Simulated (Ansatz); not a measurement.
MgO under pressure

These are results of Ansatz 0.2.0, DFT LDA, scalar-relativistic, plane waves, PAW, not measurements. Settings: 420 eV plane-wave cutoff, Γ-centred 10×10×10 mesh, fixed occupations. No spin polarisation. Phonons by linear response, acoustic sum rule imposed.

Equilibrium structure at this level:
```
Mg O
1.0
     0.00000    2.07955    2.07955
     2.07955    0.00000    2.07955
     2.07955    2.07955    0.00000
Mg O
1 1
Direct
  0.00000 0.00000 0.00000
  0.50000 0.50000 0.50000
```

Optical modes at Γ (cm⁻¹) at zero pressure: 408.

**Question.** Under hydrostatic pressure the same modes lie at 445 cm⁻¹. What is the pressure, and how much has the cell shrunk?

**Answer.** 7 GPa; the volume is 3.7 % smaller.

Cost: 2 runs of about 0.13 core-minutes in all, on AMD EPYC 9R45 (Zen 5) (shared hosts).